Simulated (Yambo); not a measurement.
## Sr2MgWO6: lowest vertical excitons

```
CELL_PARAMETERS angstrom
     -2.78845     2.78845     3.98949
      2.78845    -2.78845     3.98949
      2.78845     2.78845    -3.98949
ATOMIC_POSITIONS crystal
  O  0.74153 0.74153 0.00000
  O  0.25847 0.25847 0.00000
  O  0.70594 0.77657 0.48251
  O  0.29406 0.22343 0.51749
  O  0.77657 0.29406 0.07063
  O  0.22343 0.70594 0.92937
  Mg 0.00000 0.00000 0.00000
  Sr 0.75000 0.25000 0.50000
  Sr 0.25000 0.75000 0.50000
  W  0.50000 0.50000 0.00000
```

The geometry is that of Materials Project entry mp-19420, symmetrised and not relaxed again.

BSE in Yambo on PBEsol (pw.x of Quantum ESPRESSO, ONCV potentials, without SOC) bands: 4×4×4 mesh, 16 valence and 7 conduction bands, static screening with 86 bands and a 3 Ry block, scissor 1.97 eV, Tamm-Dancoff; field along x.

```json
[
 {"state": "1", "energy (eV)": "4.01", "states within 2 meV": "1", "relative strength": "< 0.01", "class": "dark", "main transitions": "several band pairs"},
 {"state": "2", "energy (eV)": "4.15", "states within 2 meV": "1", "relative strength": "< 0.01", "class": "dark", "main transitions": "several band pairs"},
 {"state": "3", "energy (eV)": "4.17", "states within 2 meV": "2", "relative strength": "< 0.01", "class": "dark", "main transitions": "several band pairs"},
 {"state": "4", "energy (eV)": "4.24", "states within 2 meV": "1", "relative strength": "< 0.01", "class": "dark", "main transitions": "several band pairs"},
 {"state": "5", "energy (eV)": "4.27", "states within 2 meV": "2", "relative strength": "< 0.01", "class": "dark", "main transitions": "several band pairs"},
 {"state": "6", "energy (eV)": "4.43", "states within 2 meV": "1", "relative strength": "< 0.01", "class": "dark", "main transitions": "several band pairs"},
 {"state": "7", "energy (eV)": "4.46", "states within 2 meV": "2", "relative strength": "< 0.01", "class": "weak", "main transitions": "several band pairs"},
 {"state": "8", "energy (eV)": "4.51", "states within 2 meV": "1", "relative strength": "< 0.01", "class": "dark", "main transitions": "VB → CB (92 %)"}
]
```

These are vertical excitations (zero momentum). The direct quasiparticle gap on this mesh is 5.01 eV; counted from there, state 1 is bound by 0.99 eV. Convergence with the mesh was not shown.

Spin singlets only. Strengths are relative to the strongest of the lowest states of this run; strong means a line over 3 % of the spectrum's maximum, dark under 0.03 %. Absolute energies carry the error of the G0W0 scissor, whose convergence isn't established; the long-wavelength screening was taken along (1,1,1) although the crystal is anisotropic.

Spin-orbit coupling is left out, which matters for elements this heavy: edges can move by tenths of an eV.

The structure is a Materials Project entry; no match was found in the copy of COD used, and its stability was not checked.
